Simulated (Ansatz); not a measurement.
This run works on a generated trial structure, not on a known crystal.

Input and command of a plane-wave DFT calculation in Ansatz:

```yaml
crystal:
  lattice:
    - [2.9496147267, 0.0, 0.0]
    - [-1.4748073634, 2.5544412847, 0.0]
    - [0.0, 0.0, 9.3190400675]
  atoms:
    - { symbol: Hf, position: [0.0, 0.0, 0.5] }
    - { symbol: Ni, position: [0.0, 0.0, 0.0] }
    - { symbol: P, position: [0.0, 0.0, 0.7722200446] }
    - { symbol: P, position: [0.0, 0.0, 0.2277799554] }
basis:
  ecutwfc: 420
kpoints:
  mp_grid: { grid: [18, 18, 6] }
hamiltonian:
  xc: pbe
scf:
  occupations: { method: gaussian, width: 0.1 }
output:
  forces: true
  stress: true
  eigenvalues: true
  write_density: true
  write_potential: true
  elf: true
  volumetric_format: npy
relax:
  adjacent_minimum: "off"
  f_tol: 0.01
  max_steps: 80
  cell: { stress_tol: 0.05 }
```

```bash
ansatz run input.yaml --threads 1 --pin off --max-ram 2560MiB --backend cpu --events-out ev --progress --plain --runs-dir out
```

Processor: Arm Neoverse V1, 1 thread, on a host shared with other jobs.

Task: How long does it run, and how much memory does it take?

Result: About 95 s, peak memory 0.56 GiB. It solves 33 bands at 148 k points (after reduction by symmetry) with about 1375 plane waves (on the last cell), in 27 SCF iterations over 4 ionic steps.
